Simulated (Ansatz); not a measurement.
According to PBEsol in the plane-wave PAW code Ansatz, C in the tetragonal phase (P4_2/mmc; C on 2e, C on 4i) relaxes to a = 2.582 Å, c = 5.969 Å. C on 2e has 4 nearest neighbours from 1.53 Å (tetrahedral).

Electronic character: metallic (no gap).

The bulk modulus is 332 GPa. The relaxed-ion elastic constants in GPa are C11 = 732, C12 = 51.9, C13 = 105, C33 = 1170, C44 = 77.1, C66 = 67.4. The elastic constants imply a Debye temperature near 1270 K. The highest mode at Γ lies at 1659 cm⁻¹.

The start of the workflow was typed in or built on a structure type; neither database checked (COD, Materials Project) lists it. It is not the phase usual at ambient conditions (space group No. 194, 227). The cell was relaxed with PBEsol under the symmetry of its start; its stability against distortions is not shown here. As this level gives no gap, shear constants depend on the k-mesh and smearing (Fermi–Dirac, 0.1 eV here). As this level gives no gap, phonon frequencies hold no LO–TO term and depend on the k-mesh and smearing (Fermi–Dirac, 0.1 eV here).

Potentials: the earlier of the program's two PAW sets. The files were generated under PBE; for other functionals the program regenerates the frozen cores, and for LDA and PBEsol the local potential too.
